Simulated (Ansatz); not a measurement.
This run works on a generated trial structure, not on a known crystal.

Input and command of a plane-wave DFT calculation in Ansatz:

```yaml
crystal:
  lattice:
    - [-3.21628735, 3.21628735, 4.36938991]
    - [3.21628735, -3.21628735, 4.36938991]
    - [3.21628735, 3.21628735, -4.36938991]
  atoms:
    - { symbol: Zn, position: [0.75, 0.25, 0.5] }
    - { symbol: Zn, position: [0.25, 0.75, 0.5] }
    - { symbol: Zn, position: [0.0, 0.0, 0.0] }
    - { symbol: In, position: [0.0, 0.30434348, 0.30434348] }
    - { symbol: In, position: [0.0, 0.69565652, 0.69565652] }
    - { symbol: In, position: [0.30434348, 0.0, 0.30434348] }
    - { symbol: In, position: [0.69565652, 0.0, 0.69565652] }
    - { symbol: O, position: [0.5, 0.5, 0.0] }
basis:
  ecutwfc: 420
kpoints:
  mp_grid: { grid: [4, 4, 4] }
hamiltonian:
  xc: pbe
scf:
  occupations: { method: gaussian, width: 0.2 }
  lower_state_search: "off"
output:
  forces: true
  stress: true
  eigenvalues: true
relax:
  adjacent_minimum: "off"
  f_tol: 0.08
  max_steps: 16
  cell: { stress_tol: 0.8 }
```

```bash
ansatz run input.yaml --threads 1 --pin off --max-ram 2560MiB --backend cpu --events-out ev --progress --plain --runs-dir out
```

Processor: Intel(R) Xeon(R) 6975P-C (Granite Rapids), 1 thread, on a host shared with other jobs.

Problem. Estimate time, memory and problem size.

Solution. About 79 s, peak memory 0.68 GiB. It solves 57 bands at 13 k points (after reduction by symmetry) with about 5939 plane waves (on the last cell), in 94 SCF iterations over 12 ionic steps.
